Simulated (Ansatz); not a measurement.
Below is a relaxed structure of HfSn₂Se₆. The cell was found from a structure generator's guess, not taken from experiment.

Computed with DFT PBE, scalar-relativistic, plane waves, PAW (Ansatz 0.2.0). Cutoff 420 eV, Γ-centred mesh, Gaussian smearing, no spin polarisation.

```
Hf Sn Se
1.0
     3.83760    0.00000    0.00000
    -1.91880    3.32346    0.00000
     0.00000    0.00000   21.15223
Hf Sn Se
1 2 6
Direct
  0.00000 0.00000 0.00000
  0.00000 0.00000 0.33283
  0.00000 0.00000 0.66717
  0.33333 0.66667 0.07317
  0.33333 0.66667 0.40874
  0.33333 0.66667 0.74308
  0.66667 0.33333 0.25692
  0.66667 0.33333 0.59126
  0.66667 0.33333 0.92683
```

The zero of energy is the elements' standard structures at the same level; no fitted shifts are applied. The references include grey tin.

Q: What space group does it have?

A: P-3m1 (No. 164), with Hf and Sn ordered on cadmium iodide sites. Conventional cell: a = 3.838 Å, c = 21.152 Å. Hf is surrounded by 6 Se at 2.70 Å; Sn is surrounded by 6 Se at 2.74 Å; Se on its first site has 3 Hf at 2.70 Å; Se on its second site has 3 Sn at 2.74 Å; 1 more site not described.

Q: What is its formation energy per atom?

A: −0.672 eV/atom. It lies below the elements, which doesn't yet make it stable against other compounds or structures.

Q: Is it a metal?

A: No, the gap on the 12×12×2 mesh is 0.45 eV.

The last run used a 12×12×2 mesh (in the run's order of axes) for its 9-atom cell and Gaussian smearing of 0.02 eV. No dispersion correction is applied, so the spacing and binding between layers, chains or molecules are poorly described. Spin–orbit coupling, which can matter for Hf, is left out. Kohn–Sham gaps at this level usually fall short of measured ones. The reference form of Se is held partly by dispersion forces, which this level lacks. A structure relaxed within its symmetry needn't be a true minimum.
